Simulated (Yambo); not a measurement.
Cs2PtBr6 (space group Fm-3m, No. 225), G0W0@PBEsol in Yambo with this input:

```
rim_cut
gw0
dyson
el_el_corr
HF_and_locXC
ppa
em1d
RandQpts= 1000000
RandGvec= 1 Ry
EXXRLvcs= 84 Ry
VXCRLvcs= 336 Ry
Chimod= "HARTREE"
% BndsRnXp
 5 | 324 |
%
NGsBlkXp= 6 Ry
% LongDrXp
 1.0 | 1.0 | 1.0 |
%
PPAPntXp= 27.2114 eV
% GbndRnge
 1 | 324 |
%
GTermKind= "BG"
DysSolver= "n"
ExtendOut
```

On a 2×2×2 mesh, with wavefunctions cut at 84 Ry, the gap (Γ → X) is 3.413 eV and the valence edge shifts by -1.151 eV.

Question: What happens with this change: pole fitted at 55 eV?

Answer: The gap rises by 0.056 eV, to 3.469 eV; the shift of the valence edge becomes -1.217 eV. Neither run is shown to be the converged limit.

Spin-orbit coupling is not included.

Geometry of the Materials Project entry, not relaxed at this level; primitive cell a = 7.648 Å, b = 7.648 Å, c = 7.648 Å, α = 60.00°, β = 60.00°, γ = 60.00°.

The structure is a Materials Project entry; no match was found in the copy of COD used, and its stability was not checked.

A shift is the quasiparticle energy of the state minus its PBEsol energy.
